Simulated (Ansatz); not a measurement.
## Notes on NbCd₃

```xyz
4
Lattice="4.2299 0.0000 0.0000 0.0000 4.2299 0.0000 0.0000 0.0000 4.2299" Properties=species:S:1:pos:R:3 pbc="T T T"
Cd    0.0000    2.1149    2.1149
Cd    2.1149    0.0000    2.1149
Cd    2.1149    2.1149    0.0000
Nb    0.0000    0.0000    0.0000
```

The numbers come from plane-wave PAW DFT (Ansatz): PBE, no spin polarisation, 420 eV, 8×8×8 Γ-centred k points, fermi-dirac occupations (width 0.1 eV). Nothing was relaxed.

**Question.** Are the atoms at rest?

**Answer.** The forces vanish by the symmetry of the sites.

**Question.** Describe some of the short contacts.

**Answer.** Cd–Cd at 2.99 Å: least valence density 0.20 e/Å³ and ELF 0.21 there. Cd–Nb at 2.99 Å: least valence density 0.22 e/Å³ and ELF 0.27 there. Both are smooth PAW fields, read partly inside the augmentation spheres.

**Question.** What happens at the Fermi level?

**Answer.** It is a metal, with about 1.7 states/eV a cell as the mean within 0.25 eV of the Fermi level, mostly Nb d (80 %).

**Question.** How is the charge shared?

**Answer.** Bader charges in e: Nb +0.71, Cd -0.24. In the mean Nb gives up most and Cd takes most.

**Question.** What does the stress say?

**Answer.** The pressure is 5.9 GPa (compression positive), so with the atoms held at these fractions the cell would first expand.

Origin: a database entry at a rescaled volume.
